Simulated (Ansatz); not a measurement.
Data:

Cr₃Ru:
```cif
data_Cr3Ru
_chemical_formula_sum 'Cr3 Ru1'
_space_group_name_H-M_alt 'P 1'
_space_group_IT_number 1
_cell_length_a 2.51203
_cell_length_b 2.51203
_cell_length_c 7.92593
_cell_angle_alpha 90.000
_cell_angle_beta 90.000
_cell_angle_gamma 111.861
loop_
_space_group_symop_operation_xyz
  'x, y, z'
loop_
_atom_site_label
_atom_site_type_symbol
_atom_site_fract_x
_atom_site_fract_y
_atom_site_fract_z
_atom_site_occupancy
Cr1 Cr 0.50000 0.50000 0.73711 1
Cr2 Cr 0.50000 0.50000 0.26289 1
Cr3 Cr 0.00000 0.00000 0.50000 1
Ru1 Ru 0.00000 0.00000 0.00000 1
```

This is the LDA-relaxed structure.

All from the program Ansatz at the LDA level (PAW), unless another level is named. Estimate the bulk modulus (Birch–Murnaghan fit).

307 GPa.

Give the highest zone-centre frequency.

296 cm⁻¹.

Space group Cmmm. The first step of the workflow began from a Materials Project structure, measured or hypothetical; the Crystallography Open Database copy checked does not list it. With Cr and Ru taken as one species the cell has the higher symmetry Im-3m, so it may be an ordered model of a mixed-site phase. Whether it is the stable phase at ambient conditions was not checked. The LDA relaxation kept the symmetry of its start. At this level the phase is dynamically unstable (imaginary phonons). The run is not spin-polarised. Its formation energy is positive at this level, so the cell may be metastable or incomplete. As this level gives no gap, phonon frequencies hold no LO–TO term and depend on the k-mesh and smearing (Fermi–Dirac, 0.1 eV here).

Potentials: the later of the program's two PAW sets.
